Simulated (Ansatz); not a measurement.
## Property card for Cu2Ni3

Method: DFT PBE, scalar-relativistic, plane waves, PAW in Ansatz 0.2.0.

Cutoff 420 eV; k points 18×18×18 on the computed 5-atom cell (Γ-centred); Gaussian smearing, width 0.10 eV; collinear spin from starting moments 0.0 0.0 0.6 0.6 0.3 μB.

The structure is relaxed at this level of theory with its symmetry kept, and needn't be the ground state of this composition.

Space group R-3m (No. 166), trigonal, a = 2.509 Å, c = 30.942 Å. Cu is surrounded by 6 Cu at 2.51 Å and 6 Ni at 2.53–2.54 Å; around Ni on a site of symmetry 3m lie 9 Ni at 2.47–2.51 Å and 3 Cu at 2.54 Å; Ni on a site of symmetry -3m is surrounded by 6 Ni at 2.51 Å and 6 Cu at 2.53 Å.

```json
{"Volume per atom": "11.24 Å³", "Formation energy from the elements' standard states (uncorrected)": "+0.020 eV/atom", "Kohn–Sham band gap": "none (metal)", "Density of states at the Fermi level": "7.1 states/eV per cell", "Orbital (Löwdin) character within 0.5 eV of the Fermi level": "Ni 3d 84 %, Cu 3d 8 %", "Bader charge by site (e)": "Cu (2 in the cell) 0.04, Ni (2 in the cell) -0.01, Ni (1 in the cell) -0.05", "Total moment": "1.17 μB per cell", "Moment by site (μB)": "Ni3 0.51, Ni4 0.51, Ni5 0.23"}
```

Only this magnetic start was tried.

The cell was found from a structure generator's guess, not taken from experiment. Löwdin shares on free-atom orbitals overweight diffuse shells.
